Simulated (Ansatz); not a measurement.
Input file for Ansatz (an electronic-structure program):

Ansatz 0.2 input:
```yaml
crystal:
  lattice:
    - [2.2007871893, 1.2706250762, 10.5341250779]
    - [-2.2007871893, 1.2706250762, 10.5341250779]
    - [0.0, -2.5412501524, 10.5341250779]
  atoms:
    - { symbol: Bi, position: [0.6019955782, 0.6019955782, 0.6019955782] }
    - { symbol: Bi, position: [0.3980044218, 0.3980044218, 0.3980044218] }
    - { symbol: Te, position: [0.7854459366, 0.7854459366, 0.7854459366] }
    - { symbol: Te, position: [0.2145540634, 0.2145540634, 0.2145540634] }
    - { symbol: Te, position: [0.0, 0.0, 0.0] }
kpoints:
  mp_grid: { grid: [7, 7, 7] }
hamiltonian:
  xc: r2scan
  dispersion: d4
  pseudopotentials: { azcp: { folder: ./paw }, kind: paw }
scf:
  occupations: { method: fixed }
checkpoint: { read: static.run }
output: { bader: true, populations: true }
```

Output (shortened):

```
basis.fft_grid_basis auto: the FFT boxes are laid along the combinations [[1, 0, -1], [0, 1, -1], [0, 0, 1]] of the cell's own vectors, 4.402, 4.402 and 10.836 …
Pseudopotential: Bi, paw, valence charge 15
Pseudopotential: Te, paw, valence charge 16
Functional definition: r2SCAN
Crystal: 5 atoms, lattice volume = 176.744 Å³
Basis set: ecut = 500 eV, 4443 PW (Γ), FFT grids on a1−a3, a2−a3, a3, exchange–correlation on 144×144×320 points (64 copies of the dense FFT grid, shifted against one another)
Bands: 47, of which v1, the nominal top of the filled ones, is band 39 counted from 1 (38 counted from 0)
Symmetry: 12 space group operations
Space group: R-3m (ITA 166), of the structure as read, at distance tolerance 5.6e-5 Å
k-points: 44 of 343
Stability of the state it starts from, as read at its close in the unpolarized treatment …
iter 1 solved again at ethr=5.37e-7 eV; its pass at ethr=3.10e-3 eV (dr2=4.19e-4 eV) is discarded
SCF iter   1: F=—  HF=-45813.507786 eV  |F-HF|=—  |Δ(HF+E_count)|=         —  Δρ=1.50e-6  dr2=2.70e-9  dr2_τ=2.44e-10  ethr=5.37e-7  ⟨swp⟩=3.0  Hψ=12228  notcnv=0  defer=260
preconditioner: auto → Resta (q_TF=auto, 2.381 Å⁻¹)
SCF iter   2: F=—  HF=-45813.507749 eV  |F-HF|=—  |Δ(HF+E_count)|=   3.65e-5  Δρ=9.98e-7  dr2=1.42e-9  dr2_τ=2.75e-10  ethr=3.47e-12  ⟨swp⟩=16.8  Hψ=12930  notcnv=0
SCF iter   3: F=-45813.507749 eV  HF=-45813.507749 eV  |F-HF|=5.97e-10  |Δ(HF+E_count)|=  5.82e-10  Δρ=6.04e-7  dr2=4.83e-10  dr2_τ=4.19e-11  ethr=1.82e-12  ⟨swp⟩=1.0  Hψ=6069  notcnv=0
SCF 1 converged in 3 iterations: F = -45813.507749 eV  dr2 = 4.83e-10
SCF converged after 3 iterations
Free energy (F): -45813.507749 eV
Harris-Foulkes:  -45813.507749 eV  (|F-HF|=5.97e-10)
Internal energy: -45813.507749 eV  (E = F + TS)
E sigma→0 (E₀):  -45813.507749 eV
Fermi energy:    8.365994 eV
--- Per-component energies (eV) ---
  E_band       = -1093.905690
  E_kinetic    = 1017.393306
  E_local      = -7950.716760  (includes V_loc(G=0)·N_el)
  E_nonlocal   = 1015.031455
  E_hartree    = 3611.786192
  E_xc         = -621.691040
  E_vxc        = -609.074766  (∫ρ·V_xc dr)
  E_paw        = -35460.797868  (= ΣΔE_a)
  E_vpaw       = -1828.051743  (= ΣTr[D̂ρ^β])
  E_aug_tail   = 0.000336  (compensation charges beyond the density's cutoff)
  E_vtau       = 37.942020  (kinetic-family band-sum trace: ∫τ·v_τ [+ j·A + Jᵃ·Aᵃ] dr)
  E_ewald      = -7426.334617
  E_disp       = -0.784096  (pairwise vdW)
  E_core_change = 2.605344  (= ΣΔE_core)
  E_smearing   =  0.000000  (= −TS)
  E_closure    = 0.000000  (closes the sum)
  Σ components = -45813.507749   (vs F -45813.507749, Δ=0.00e0)
  [band-id]    e_kinetic+e_local+e_nonlocal+2·e_hartree+e_vxc+e_vpaw+e_augmentation_tail+e_vtau = -1093.903768   (vs E_band -1093.905690, Δ=1.92e-3)
--- Band table (eV; the first three rows and the last of 44) ---
  k-point 0: bands = ["-28.9199", "-28.9199", "-28.9190", "-28.9190", "-28.9075", "-28.9075", "-28.9063", "-28.9063", "-28.9006", "-28.9005", "-28.7530", "-28.7480", "-28.7480", "-28.7156", "-28.7156", "-15.4833", "-15.4833", "-15.4813", "-15.4813", …
  k-point 1: bands = ["-28.9198", "-28.9197", "-28.9190", "-28.9187", "-28.9076", "-28.9076", "-28.9064", "-28.9062", "-28.9005", "-28.9003", "-28.7528", "-28.7481", "-28.7480", "-28.7156", "-28.7154", "-15.4853", "-15.4832", "-15.4814", "-15.4795", …
  k-point 2: bands = ["-28.9197", "-28.9192", "-28.9190", "-28.9182", "-28.9078", "-28.9078", "-28.9066", "-28.9060", "-28.9001", "-28.9000", "-28.7526", "-28.7482", "-28.7480", "-28.7156", "-28.7148", "-15.4906", "-15.4880", "-15.4787", "-15.4764", …
  k-point 43: bands = ["-28.9198", "-28.9197", "-28.9190", "-28.9187", "-28.9076", "-28.9076", "-28.9064", "-28.9062", "-28.9005", "-28.9003", "-28.7528", "-28.7481", "-28.7480", "-28.7156", "-28.7154", "-15.4853", "-15.4832", "-15.4814", "-15.4795", …
--- Löwdin populations: 5 sites ---
  site symbol       q [e]
     0     Bi     14.5663
     1     Bi     14.5663
     2     Te     16.1628
     3     Te     16.1628
     4     Te     16.3429
  spilling = 0.002551 (of n_electrons = 78.000000)
--- Bader charges: 5 sites ---
  site symbol  charge [e]  shift [e]
     0     Bi      0.7832     0.0000
     1     Bi      0.7832     0.0000
     2     Te     -0.4419     0.0000
     3     Te     -0.4419     0.0000
     4     Te     -0.6826     0.0000
  shift: an alarm, by how much a part of what the PAW files miss would move the charge. Where it is large, compare
  with a run on PAW files of another source; a small one proves nothing
  estimated error of the sums over rays = 2.7e-4 e
```

Cost: about 40 core-seconds (a rough figure) on shared cores.

Symmetry was held in the r²SCAN+D4 relaxation. Spin–orbit coupling is left out wherever it is not named.

Potentials: the earlier of the program's two PAW sets.

Ansatz is a plane-wave DFT program.
